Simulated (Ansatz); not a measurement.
ReTe2:
Space group P-1 (No. 2); a = 6.956 Å, b = 7.085 Å, c = 7.295 Å, α = 71.01°, β = 76.70°, γ = 61.08°

```
atom  site  symmetry       x       y       z
----  ----  --------  ------  ------  ------
Re      2i         1  0.0119  0.2976  0.5040
Re      2i         1  0.4232  0.3225  0.5116
Te      2i         1  0.1115  0.3583  0.8007
Te      2i         1  0.3391  0.6854  0.2385
Te      2i         1  0.3803  0.1223  0.2830
Te      2i         1  0.8333  0.1521  0.3127
```

Relaxed with LDA.

Problem. Which orbitals make up the states near the band edges in LDA in the plane-wave PAW code Ansatz?

Solution. Top 1 eV of the valence band: Re 5d 48 %, Te 5p 46 %. Bottom 1 eV of the conduction band: Re 5d 58 %, Te 5p 33 %, outside the projected shells 5 %. Projections are on Löwdin-orthogonalised atomic valence shells; empty p or d shells of many metals are not among them.

Problem. Tabulate the density of states.

Solution. States/eV per cell of 12 atoms, in 0.25 eV bins, energy from the valence-band maximum.

| E (eV) | total | Te 5p | Re 5d | Re 6s |
|---|---|---|---|---|
| -7.87 | 0.00 | 0.00 | 0.00 | 0.00 |
| -7.62 | 0.00 | 0.00 | 0.00 | 0.00 |
| -7.37 | 0.00 | 0.00 | 0.00 | 0.00 |
| -7.12 | 0.19 | 0.12 | 0.03 | 0.03 |
| -6.87 | 2.92 | 1.78 | 0.54 | 0.44 |
| -6.62 | 4.61 | 2.74 | 0.87 | 0.69 |
| -6.37 | 5.96 | 3.46 | 1.14 | 0.90 |
| -6.12 | 5.52 | 3.15 | 1.23 | 0.71 |
| -5.87 | 7.21 | 4.18 | 2.11 | 0.48 |
| -5.62 | 10.69 | 6.82 | 2.97 | 0.37 |
| -5.37 | 9.44 | 6.30 | 2.41 | 0.27 |
| -5.12 | 7.86 | 4.96 | 2.16 | 0.26 |
| -4.87 | 6.63 | 3.90 | 2.05 | 0.21 |
| -4.62 | 8.96 | 5.12 | 2.95 | 0.23 |
| -4.37 | 8.84 | 4.98 | 3.00 | 0.22 |
| -4.12 | 10.75 | 6.01 | 3.78 | 0.22 |
| -3.87 | 10.84 | 6.07 | 3.91 | 0.20 |
| -3.62 | 9.09 | 4.83 | 3.62 | 0.13 |
| -3.37 | 9.53 | 4.89 | 4.02 | 0.11 |
| -3.12 | 9.85 | 4.65 | 4.67 | 0.08 |
| -2.87 | 14.53 | 6.33 | 7.51 | 0.10 |
| -2.62 | 13.66 | 6.58 | 6.34 | 0.14 |
| -2.37 | 11.75 | 5.84 | 5.24 | 0.11 |
| -2.12 | 10.30 | 5.05 | 4.64 | 0.12 |
| -1.87 | 10.75 | 5.04 | 5.11 | 0.09 |
| -1.62 | 11.94 | 5.73 | 5.56 | 0.09 |
| -1.37 | 8.55 | 3.98 | 4.10 | 0.08 |
| -1.12 | 9.39 | 3.66 | 5.26 | 0.09 |
| -0.87 | 8.69 | 3.34 | 4.89 | 0.07 |
| -0.62 | 8.26 | 3.83 | 3.97 | 0.09 |
| -0.37 | 2.40 | 1.45 | 0.81 | 0.02 |
| -0.12 | 0.90 | 0.72 | 0.14 | 0.00 |
| 0.13 | 0.00 | 0.00 | 0.00 | 0.00 |
| 0.38 | 2.96 | 0.92 | 1.77 | 0.03 |
| 0.63 | 6.85 | 2.34 | 3.91 | 0.10 |
| 0.88 | 7.32 | 2.49 | 4.19 | 0.10 |
| 1.13 | 13.27 | 4.41 | 7.63 | 0.21 |
| 1.38 | 11.19 | 4.14 | 5.99 | 0.17 |
| 1.63 | 11.17 | 4.58 | 5.58 | 0.19 |
| 1.88 | 10.57 | 4.73 | 4.85 | 0.19 |
| 2.13 | 8.29 | 3.99 | 3.43 | 0.17 |
| 2.38 | 6.50 | 2.98 | 2.59 | 0.21 |
| 2.63 | 8.18 | 3.83 | 3.02 | 0.34 |
| 2.88 | 7.93 | 3.88 | 2.70 | 0.37 |
| 3.13 | 7.52 | 3.83 | 2.59 | 0.28 |
| 3.38 | 8.86 | 4.55 | 3.06 | 0.29 |
| 3.63 | 2.84 | 1.18 | 0.73 | 0.44 |
| 3.88 | 3.07 | 0.77 | 0.34 | 0.90 |
| 4.13 | 4.31 | 0.99 | 0.42 | 1.23 |
| 4.38 | 4.34 | 0.92 | 0.38 | 1.25 |
| 4.63 | 5.00 | 0.95 | 0.37 | 1.36 |
| 4.88 | 5.24 | 0.99 | 0.37 | 1.36 |
| 5.13 | 5.16 | 0.90 | 0.32 | 1.28 |

The first step of the workflow began from a Materials Project structure, measured or hypothetical; the Crystallography Open Database copy checked does not list it. Its standing as an ambient phase is unchecked. The cell was relaxed with LDA under the symmetry of its start; whether a distortion lowers the energy is not shown. No spin polarisation was allowed. A crystal of weakly bound layers computed without a dispersion correction: the cell and the soft elastic constants depend strongly on that. Scalar-relativistic: spin–orbit coupling is off unless named, which matters more the heavier the elements.

Potentials: the later of the program's two PAW sets.
